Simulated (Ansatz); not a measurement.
input.yaml (Ansatz)

```yaml
crystal:
  lattice:
    - [0.0, 1.9446111807, 1.9446111807]
    - [1.9446111807, 0.0, 1.9446111807]
    - [1.9446111807, 1.9446111807, 0.0]
  atoms:
    - { symbol: Ti, position: [0.0, 0.0, 0.0] }
hamiltonian:
  xc: pbesol
  pseudopotentials:
    kind: paw
    azcp:
      Ti: "pseudopotentials/Ti.paw.azcp"
basis:
  ecutwfc: 420
  fft_grid_basis: typed
kpoints:
  mp_grid: { grid: [22, 22, 22], shift: [0, 0, 0] }
magnetization:
  spin_polarized: false
scf:
  occupations: { method: fermi_dirac, width: 0.1 }
output:
  stress: true
```

Output

```
Warning: the record states the generating functional pbe (its physics header spells it `PBE`), which answers neither for hamiltonian.xc's functional nor for the pbesol family's — results may be inconsistent (PPs are generated against a specific XC)
Engine: ansatz 0.2.0, aarch64-unknown-linux-gnu
Pseudopotentials: kind: paw
Pseudopotential: Ti, paw, valence charge 12, recommended cutoff 420 eV (normal) 
Functional definition: PBEsol
  exchange = pbesol_x
  correlation = pbesol_c
Crystal: 1 atoms, lattice volume = 14.707 Å³
Basis set: ecut = 420 eV, 283 PW (Γ)
Bands: 10, of which v1, the nominal top of the filled ones, is band 6 counted from 1 (5 counted from 0)
Symmetry: 48 space group operations
Space group: Fm-3m (ITA 225), of the structure as read, at distance tolerance 2.5e-5 Å
k-points: 328 of 10648
Non-local potential: Ti, projectors of the file, l = 0: 3, l = 1: 2, l = 2: 3, l = 3: 1
PAW form: soft (Blöchl's): semilocal exchange-correlation on the pseudo side does not see the compensation charge
PAW frozen core: Ti, regenerated for the run's functional, and the local potential with it (the file was generated under x = pbe(κ = 0.804, μ = 0.2195149727645171), c = pbe(β = 0.06672455060314922))
PAW one-centre angular grid: Ti, 590 points (default); XC on 64 Gauss nodes
Initial density: superposition of atomic densities (neutral atoms: chi_scale 0, normalization atom), corrected by the library's trained network
Initial wavefunctions: pseudopotential atomic-orbital guess
Functional: x = pbesol(κ = 0.804, μ = 0.12345679012345678), c = pbesol(β = 0.046)
SCF iter   1: F=—  HF=-2473.765925 eV  |F-HF|=—  |Δ(HF+E_count)|=         —  Δρ=7.22e-3  dr2=5.29e-3  ethr=1.77e-3  ⟨swp⟩=4.4  Hψ=16950  notcnv=0
SCF iter   2: F=—  HF=-2473.764082 eV  |F-HF|=—  |Δ(HF+E_count)|=   1.84e-3  Δρ=2.17e-3  dr2=2.41e-4  ethr=4.41e-5  ⟨swp⟩=3.0  Hψ=8840  notcnv=0
SCF iter   3: F=—  HF=-2473.764051 eV  |F-HF|=—  |Δ(HF+E_count)|=   3.05e-5  Δρ=1.11e-3  dr2=3.93e-5  ethr=2.01e-6  ⟨swp⟩=2.9  Hψ=5479  notcnv=0
SCF iter   4: F=—  HF=-2473.764068 eV  |F-HF|=—  |Δ(HF+E_count)|=   1.69e-5  Δρ=1.45e-4  dr2=6.97e-7  ethr=3.27e-7  ⟨swp⟩=1.0  Hψ=3280  notcnv=0
iter 5 did not close the SCF: its close was put off for the readings that it lacked (scf_convergence_deferred on its scf_iter line)
SCF iter   5: F=-2473.764069 eV  HF=-2473.764069 eV  |F-HF|=5.48e-10  |Δ(HF+E_count)|=   3.22e-7  Δρ=8.85e-6  dr2=4.11e-9  ethr=5.81e-9  ⟨swp⟩=1.3  Hψ=3435  notcnv=0
SCF iter   6: F=-2473.764069 eV  HF=-2473.764069 eV  |F-HF|=2.73e-12  |Δ(HF+E_count)|=  8.50e-11  Δρ=6.41e-7  dr2=2.19e-11  ethr=3.42e-11  ⟨swp⟩=1.0  Hψ=8542  notcnv=0
SCF 1 converged in 6 iterations: F = -2473.764069 eV  dr2 = 2.19e-11
SCF converged after 6 iterations
Free energy (F): -2473.764069 eV
Harris-Foulkes:  -2473.764069 eV  (|F-HF|=2.73e-12)
Internal energy: -2473.717863 eV  (E = F + TS)
E sigma→0 (E₀):  -2473.740966 eV
Entropy (-TS):   -0.046206 eV (-46.206 meV/atom)
Fermi energy:    15.960262 eV
--- Per-component energies (eV) ---
  E_band       = -121.703072
  E_kinetic    = 277.152870
  E_local      = -721.162973  (includes V_loc(G=0)·N_el)
  E_nonlocal   = 10.057029
  E_hartree    = 303.808256
  E_xc         = -98.140549
  E_vxc        = -123.433569  (∫ρ·V_xc dr)
  E_paw        = -1023.356477  (= ΣΔE_a)
  E_vpaw       = -171.932974  (= ΣTr[D̂ρ^β])
  E_aug_tail   = 0.000126  (compensation charges beyond the density's cutoff)
  E_ewald      = -1222.215529
  E_core_change = 0.139384  (= ΣΔE_core)
  E_smearing   = -0.046206  (= −TS)
  E_closure    = 0.000000  (closes the sum)
  Σ components = -2473.764069   (vs F -2473.764069, Δ=0.00e0)
--- Stress (GPa, compression-positive) ---
       18.074756       0.000000       0.000000
       -0.000000      18.074756       0.000000
       -0.000000       0.000000      18.074756
  P = ⅓ Tr σ = 18.0748 GPa (180.748 kbar)
```
